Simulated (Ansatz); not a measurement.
Starting cell, GaN (wurtzite):

```xyz
4
Lattice="3.2184 0.0000 0.0000 -1.6092 2.7872 0.0000 0.0000 0.0000 5.2432" Properties=species:S:1:pos:R:3 pbc="T T T"
Ga     1.6092     0.9291     0.0051
Ga     0.0000     1.8581     2.6267
N      1.6092     0.9291     3.2730
N      0.0000     1.8581     0.6514
```

Scan: atom 3 (N, nearest neighbour Ga at 1.967 Å; its periodic images, 3.2 Å or more away, move with it) is displaced along Cartesian [110], direction (0.707, 0.707, 0.000) in Cartesian axes, by s. The other atoms stay.

The numbers are results of PBE (plane waves to 420 eV, PAW, scalar-relativistic; Ansatz, a program for electronic structure), not measurements. k mesh 10×10×5 (Γ-centred), Fermi-Dirac smearing 0.05 eV. F∥ is the force on the atom along that direction. GaN was relaxed with its symmetry unable to fall. 

```tsv
s (Å)	F∥ (eV/Å)
-0.200	2.010
-0.160	1.667
-0.120	1.300
-0.080	0.904
-0.040	0.473
0.000	0.000
0.040	-0.522
0.080	-1.101
0.120	-1.748
0.160	-2.474
0.200	-3.290
```

Problem. What is the force constant k = d²E/ds² of this move at s = 0?

Solution. 12.4 eV/Å². The forces along the line at the two nearest points give (0.473 − (-0.522)) / (2·0.040) = 12.44 eV/Å²; the next pair corrects for the finite step.

(For displaced atoms, the force is minus the slope of the energy, and its curvature is a force constant, which sets phonon frequencies.)
